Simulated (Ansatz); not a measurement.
Ansatz input

```yaml
crystal:
  lattice:
    - [4.6382998794, 0.0, 0.0]
    - [-2.3191499397, 4.0168855259, 0.0]
    - [0.0, 0.0, 2.8432778261]
  atoms:
    - { symbol: Ti, position: [0.0, 0.0, 0.0], spin: 1.0 }
    - { symbol: Ti, position: [0.3333333333, 0.6666666667, 0.5], spin: 1.0 }
    - { symbol: Ti, position: [0.6666666667, 0.3333333333, 0.5], spin: 1.0 }
hamiltonian:
  xc: r2scan
  pseudopotentials:
    kind: paw
    azcp:
      Ti: "pseudopotentials/Ti.paw.azcp"
basis:
  ecutwfc: 500
  fft_grid_basis: typed
kpoints:
  mp_grid: { grid: [8, 8, 11], shift: [0, 0, 0] }
magnetization:
  spin_polarized: true
scf:
  occupations: { method: fermi_dirac, width: 0.05 }
relax:
  max_steps: 60
  f_tol: 0.01
  cell: {}
```

and its output:

```
Engine: ansatz 0.2.0, x86_64-unknown-linux-gnu
Pseudopotentials: kind: paw
Pseudopotential: Ti, paw, valence charge 12, recommended cutoff 500 eV (meta_gga) 
Functional definition: r2SCAN
  parameter k0 = 0.174
  parameter k1 = 0.065
  parameter a1 = 4.9479
  exchange = r2scan_x(k0 = k0, k1 = k1, a1 = a1)
  correlation = r2scan_c
Crystal: 3 atoms, lattice volume = 52.975 Å³
Basis set: ecut = 500 eV, 1337 PW (Γ), exchange–correlation on 144×144×96 points (64 copies of the dense FFT grid, shifted against one another)
Bands: 24, of which v1, the nominal top of the filled ones, is band 18 counted from 1 (17 counted from 0)
Symmetry: 24 space group operations
Space group: P6/mmm (ITA 191), of the structure as read, at distance tolerance 3.8e-5 Å
Magnetic group: BNS 191.233 (UNI 1463), of the structure as read, at distance tolerance 3.8e-5 Å
k-points: 60 of 704
Non-local potential: Ti, projectors of the file, l = 0: 3, l = 1: 2, l = 2: 3, l = 3: 1
PAW form: soft (Blöchl's): semilocal exchange-correlation on the pseudo side does not see the compensation charge
PAW frozen core: Ti, regenerated for the run's functional (the file was generated under x = pbe(κ = 0.804, μ = 0.2195149727645171), c = pbe(β = 0.06672455060314922))
PAW one-centre angular grid: Ti, 590 points (default); XC on 160 Gauss nodes
Initial density: superposition of atomic densities (chi_scale 0.1, normalization cell)
Starting moments: Σ|m| = 3 μB on 3 of 3 sites
Initial wavefunctions: pseudopotential atomic-orbital guess
Functional: x = r2scan, c = r2scan; τ floored in thin density (d = 2e-4 eV/Å³)
SCF iter   1: F=—  HF=-7513.362285 eV  |F-HF|=—  |Δ(HF+E_count)|=         —  Δρ=5.93e-2 (↑5.93e-2 ↓1.68e-2)  dr2=2.37e0  dr2_τ=2.93e-2  dr2_m=4.25e-1  M=1.694 μB ∫|m|=1.694 μB  β_m=0.69  ethr=3.10e-3  ⟨swp⟩=4.2  Hψ=9695  notcnv=0
Mixer restart at iter 1: flushing history
SCF iter   2: F=—  HF=-7512.926088 eV  |F-HF|=—  |Δ(HF+E_count)|=   4.36e-1  Δρ=3.15e-2 (↑3.15e-2 ↓1.35e-2)  dr2=1.04e0  dr2_τ=4.20e-3  dr2_m=7.77e-2  M=1.478 μB ∫|m|=1.478 μB  β_m=0.97  ethr=3.10e-3  ⟨swp⟩=2.6  Hψ=5628  notcnv=0  defer=62  κ⁻¹=1.0e0(r=1)
SCF iter   3: F=—  HF=-7512.735218 eV  |F-HF|=—  |Δ(HF+E_count)|=   1.91e-1  Δρ=6.36e-3 (↑5.77e-3 ↓6.36e-3)  dr2=4.09e-2  dr2_τ=1.43e-3  dr2_m=1.65e-3  M=1.067 μB ∫|m|=1.068 μB  β_m=1.00  ethr=2.89e-3  ⟨swp⟩=3.4  Hψ=5641  notcnv=0  defer=62  κ⁻¹=5.4e-2(r=2)
SCF iter   4: F=—  HF=-7513.079215 eV  |F-HF|=—  |Δ(HF+E_count)|=         —  Δρ=1.17e-2 (↑1.12e-2 ↓1.17e-2)  dr2=1.86e-2  dr2_τ=3.49e-3  dr2_m=5.69e-2  M=0.364 μB ∫|m|=0.649 μB  β_m=0.46  ethr=1.14e-4  ⟨swp⟩=3.1  Hψ=5155  notcnv=0  defer=32
...
an SCF from ferrimagnetic starting moments (-1.00, -1.00, 1.00 Bohr magnetons, atom by atom) was not made, so that it is not known whether that order lies lower: the deck asks for what bars it, or types moments that do (magnetization.spin_polarized, in the input reference, names some of the keys), or the run goes by scf.lower_state_search: light, the default, which as a rule tries one only behind a close that has lost an order of both signs, or on which an open d or half-filled 4f shell of a PAW file has lost a moment that was set nearer to Hund's than to what is left; or, under a Hubbard U, one that names an f shell that the input leaves bare beside given moments, or a larger moment for a shell of low spin that is given one. standard, with a start from the atoms, tries one behind each close (in a relaxation, ahead of its steps or at their end). To set out from that order, type those moments (crystal.atoms[].spin; where shells were raised to Hund's moment, beside crystal.symmetry.detect: false) under scf.lower_state_search: light. The bands of the close that named these starting moments, or of the one ahead of a search that led to it (under cold or Methfessel-Paxton smearing those of the Gaussian ahead of it) read a cost of +13.83 meV for the turn to them, carried on from a small turn (+13.83 by the pairs of d shells alone)
SCF converged after 11 iterations
Stability not checked: this state was not tested for a lower state beside it, because the mixer in use, unlike msr1, does not test its closes by its own steps (another_mixer; see scf.mixing.algorithm and scf.lower_state_search)
Magnetization: 0.2213 μB (18.1107 up, 17.8893 down)
Absolute magnetization: 1.4567 μB (∫|ρ↑−ρ↓|, with the PAW one-centre terms)
Spin contamination: 0.3202 ħ² per cell (⟨S²⟩ above its minimum at these occupations)
Per-site moments (μB) at R_I (Å): [(-0.46672736036176843, 1.1554925506260383), (0.3389697744627265, 1.0967370261808986), (0.3389697744627266, 1.0967370261808986)]
Free energy (F): -7513.173657 eV
Harris-Foulkes:  -7513.173657 eV  (|F-HF|=1.00e-11)
Internal energy: -7513.156586 eV  (E = F + TS)
E sigma→0 (E₀):  -7513.165121 eV
Entropy (-TS):   -0.017071 eV (-5.690 meV/atom)
Fermi energy:    13.445699 eV
--- Per-component energies (eV) ---
  E_band       = -505.474056
  E_kinetic    = 818.286436
  E_local      = -2417.313018  (includes V_loc(G=0)·N_el)
  E_nonlocal   = 22.516492
  E_hartree    = 991.683906
  E_xc         = -278.915367
  E_vxc        = -398.714019  (∫ρ·V_xc dr)
  E_paw        = -3170.659190  (= ΣΔE_a)
  E_vpaw       = -541.074776  (= ΣTr[D̂ρ^β])
  E_aug_tail   = 0.000295  (compensation charges beyond the density's cutoff)
  E_vtau       = 27.456744  (kinetic-family band-sum trace: ∫τ·v_τ [+ j·A + Jᵃ·Aᵃ] dr)
  E_ewald      = -3477.995768
  E_core_change = -0.760371  (= ΣΔE_core)
  E_smearing   = -0.017071  (= −TS)
  E_closure    = 0.000000  (closes the sum)
  Σ components = -7513.173657   (vs F -7513.173657, Δ=0.00e0)
--- Forces (eV/Å), atoms counted from 1 ---
  atom   1  Ti     0.00000000    -0.00000000     0.00000000
  atom   2  Ti    -0.00000000     0.00000000    -0.00000000
  atom   3  Ti     0.00000000    -0.00000000     0.00000000
  max |Σ_I F_I| component: 3.70e-17 eV/Å
--- Stress (GPa, compression-positive) ---
       -0.042395      -0.000000      -0.000000
       -0.000000      -0.042395      -0.000000
       -0.000000      -0.000000       0.027801
  P = ⅓ Tr σ = -0.0190 GPa (-0.190 kbar)
--- Relaxed structure (4 steps of the walk, 3 accepted, 1 SCFs on fresh bases) ---
  F+E_penalty+E_count = -7513.17365687 eV   max|allowed force component| = 4.318e-16 eV/Å   (the final SCF, on the basis selected at the relaxed cell)
  cell:  # Å, volume = 51.4461 Å³
    - [4.60510121669652, -1.3597213547418741e-34, 0.0]
    - [-2.30255060834826, 3.9881346406578135, 0.0]
    - [0.0, 0.0, 2.801194062123729]
  atoms:
    - { symbol: Ti, position: [-2.7907791708690697e-35, -1.1986462720694317e-35, 0.0] }
    - { symbol: Ti, position: [0.33333333333333337, 0.6666666666666667, 0.5000000000000001] }
    - { symbol: Ti, position: [0.6666666666666667, 0.33333333333333337, 0.5000000000000001] }
```
